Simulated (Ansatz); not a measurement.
Cl:
```cif
data_Cl4
_chemical_formula_sum 'Cl4'
_space_group_name_H-M_alt 'P 1'
_space_group_IT_number 1
_cell_length_a 4.53465
_cell_length_b 4.53465
_cell_length_c 8.33533
_cell_angle_alpha 90.000
_cell_angle_beta 90.000
_cell_angle_gamma 56.509
loop_
_space_group_symop_operation_xyz
  'x, y, z'
loop_
_atom_site_label
_atom_site_type_symbol
_atom_site_fract_x
_atom_site_fract_y
_atom_site_fract_z
_atom_site_occupancy
Cl1 Cl 0.88645 0.11355 0.60653 1
Cl2 Cl 0.11355 0.88645 0.39347 1
Cl3 Cl 0.61355 0.38645 0.10653 1
Cl4 Cl 0.38645 0.61355 0.89347 1
```

Relaxed with PBE.

Question: Which orbitals make up the states near the band edges in the program Ansatz at the PBE level (PAW)?

Answer: Top 1 eV of the valence band: Cl 3p 99 %. Bottom 1 eV of the conduction band: Cl 3p 92 %, Cl 3s 5 %. Projections are on Löwdin-orthogonalised atomic valence shells; empty p or d shells of many metals are not among them.

Question: Tabulate the density of states.

Answer: States/eV per cell of 4 atoms, in 0.25 eV bins, energy from the valence-band maximum.

| E (eV) | total | Cl 3p | Cl 3s |
|---|---|---|---|
| -7.90 | 0.00 | 0.00 | 0.00 |
| -7.65 | 0.00 | 0.00 | 0.00 |
| -7.40 | 0.00 | 0.00 | 0.00 |
| -7.15 | 0.00 | 0.00 | 0.00 |
| -6.90 | 0.00 | 0.00 | 0.00 |
| -6.65 | 0.00 | 0.00 | 0.00 |
| -6.40 | 0.00 | 0.00 | 0.00 |
| -6.15 | 0.00 | 0.00 | 0.00 |
| -5.90 | 0.00 | 0.00 | 0.00 |
| -5.65 | 0.00 | 0.00 | 0.00 |
| -5.40 | 1.22 | 1.11 | 0.09 |
| -5.15 | 6.40 | 5.79 | 0.52 |
| -4.90 | 4.46 | 3.98 | 0.41 |
| -4.65 | 2.99 | 2.63 | 0.31 |
| -4.40 | 0.93 | 0.80 | 0.10 |
| -4.15 | 0.00 | 0.00 | 0.00 |
| -3.90 | 0.00 | 0.00 | 0.00 |
| -3.65 | 0.00 | 0.00 | 0.00 |
| -3.40 | 0.17 | 0.17 | 0.00 |
| -3.15 | 7.83 | 7.71 | 0.05 |
| -2.90 | 10.08 | 9.96 | 0.04 |
| -2.65 | 13.53 | 13.38 | 0.04 |
| -2.40 | 0.39 | 0.39 | 0.00 |
| -2.15 | 0.00 | 0.00 | 0.00 |
| -1.90 | 0.00 | 0.00 | 0.00 |
| -1.65 | 0.00 | 0.00 | 0.00 |
| -1.40 | 0.00 | 0.00 | 0.00 |
| -1.15 | 0.00 | 0.00 | 0.00 |
| -0.90 | 0.71 | 0.70 | 0.00 |
| -0.65 | 6.51 | 6.45 | 0.03 |
| -0.40 | 12.79 | 12.70 | 0.04 |
| -0.15 | 11.91 | 11.85 | 0.03 |
| 0.10 | 0.07 | 0.07 | 0.00 |
| 0.35 | 0.00 | 0.00 | 0.00 |
| 0.60 | 0.00 | 0.00 | 0.00 |
| 0.85 | 0.00 | 0.00 | 0.00 |
| 1.10 | 0.00 | 0.00 | 0.00 |
| 1.35 | 0.00 | 0.00 | 0.00 |
| 1.60 | 0.00 | 0.00 | 0.00 |
| 1.85 | 0.00 | 0.00 | 0.00 |
| 2.10 | 0.00 | 0.00 | 0.00 |
| 2.35 | 1.85 | 1.68 | 0.13 |
| 2.60 | 5.18 | 4.73 | 0.30 |
| 2.85 | 8.38 | 7.72 | 0.38 |
| 3.10 | 0.59 | 0.55 | 0.02 |
| 3.35 | 0.00 | 0.00 | 0.00 |
| 3.60 | 0.00 | 0.00 | 0.00 |
| 3.85 | 0.00 | 0.00 | 0.00 |
| 4.10 | 0.00 | 0.00 | 0.00 |
| 4.35 | 0.00 | 0.00 | 0.00 |
| 4.60 | 0.00 | 0.00 | 0.00 |
| 4.85 | 0.00 | 0.00 | 0.00 |
| 5.10 | 0.00 | 0.00 | 0.00 |
| 5.35 | 0.00 | 0.00 | 0.00 |
| 5.60 | 0.00 | 0.00 | 0.00 |
| 5.85 | 0.00 | 0.00 | 0.00 |
| 6.10 | 0.00 | 0.00 | 0.00 |
| 6.35 | 0.21 | 0.00 | 0.00 |
| 6.60 | 0.47 | 0.01 | 0.00 |
| 6.85 | 0.65 | 0.01 | 0.00 |
| 7.10 | 1.11 | 0.02 | 0.00 |

Space group Cmce (molecular I2 type). The cell was relaxed with PBE under the symmetry of its start. The substance is a gas or liquid at ambient conditions; this is its low-temperature solid. The volume lies over 15 % above that of the usual cell of this phase: another minimum, or an error of the functional. A crystal of weakly bound molecules computed without a dispersion correction: the cell and the soft elastic constants depend strongly on that.

Potentials: the later of the program's two PAW sets.
